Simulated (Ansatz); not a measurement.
## How much do the gradients of MgCu3H6Cl2O6 depend on the method?

Cell: an entry of the Crystallography Open Database (COD), ions relaxed with PBE at fixed cell.

```xyz
18
Lattice="6.2733 0.0000 0.0000 -3.1367 5.4328 0.0000 0.0000 0.0000 5.7472" Properties=species:S:1:pos:R:3 pbc="T T T"
Mg    0.0000    0.0000    0.0000
Cu    3.1367    0.0000    0.0000
Cu   -1.5683    2.7164    0.0000
Cu    1.5683    2.7164    0.0000
H    -1.2368    4.3360    1.8535
H     0.0000    2.1938    1.8535
H     1.2368    4.3360    1.8535
H     4.3734    1.0969    3.8937
H     1.8999    1.0969    3.8937
H     3.1367    3.2391    3.8937
Cl    3.1367    1.8109    2.1931
Cl    0.0000    3.6219    3.5541
O     1.4892    4.4817    0.9118
O    -1.4892    4.4817    0.9118
O     0.0000    1.9023    0.9118
O     3.1367    3.5306    4.8354
O     4.6259    0.9511    4.8354
O     1.6474    0.9511    4.8354
```

Sites (sets of like atoms) are named by element and the number of their first atom in this list.

First run. Level of theory: DFT, PBE, plane waves and PAW, scalar-relativistic, collinear spin, 420 eV cutoff, Γ-centred 4×4×4 k-points, Fermi–Dirac smearing 0.02 eV (Ansatz 0.2.0). Start moments as typed (μB): 0 1 1 -1 0 0 0 0 0 0 0 0 0 0 0 0 0 0 by atom.

```
site  atom  V_zz (10²¹ V/m²)     η  m (μB)
  Mg     1              1.28  0.01    0.00
 Cu2     2            -10.99  0.07    0.61
 Cu4     4            -11.10  0.09   -0.59
  H5     5              3.54  0.00    0.00
  H6     6              3.54  0.01    0.00
  Cl    11              4.29  0.03    0.00
 O13    13              8.28  0.61    0.00
 O14    14              8.45  0.44    0.07
```

Second run. The same atoms and settings, except that a Hubbard term is added (U = 6.0 eV on Cu d).

(1) What does the second run give?

Results:

(1) 

| site | atom | V_zz | η | change of V_zz | m (μB) |
| --- | --- | --- | --- | --- | --- |
| Mg | 1 | 1.28 | 0.01 | 0.00 | 0.00 |
| Cu2 | 2 | -14.34 | 0.12 | -3.35 | 0.67 |
| Cu4 | 4 | -14.36 | 0.13 | -3.26 | -0.67 |
| H5 | 5 | 3.55 | 0.00 | +0.01 | 0.00 |
| H6 | 6 | 3.55 | 0.01 | +0.01 | 0.00 |
| Cl | 11 | 4.61 | 0.01 | +0.32 | 0.00 |
| O13 | 13 | 8.66 | 0.46 | +0.38 | 0.00 |
| O14 | 14 | 8.75 | 0.39 | +0.30 | 0.06 |

The largest change of V_zz is on Cu2, from -10.99 to -14.34. In per cent, |V_zz| changes by 0 on Mg, +29 to +30 on Cu, 0 on H, +7 on Cl, +3 to +5 on O (all sites that start above 0.5).

The entry's hydrogen positions were far off; the other atoms hardly move on relaxation. The magnetic order is the one that the run reached from its start moments, not necessarily the measured one.
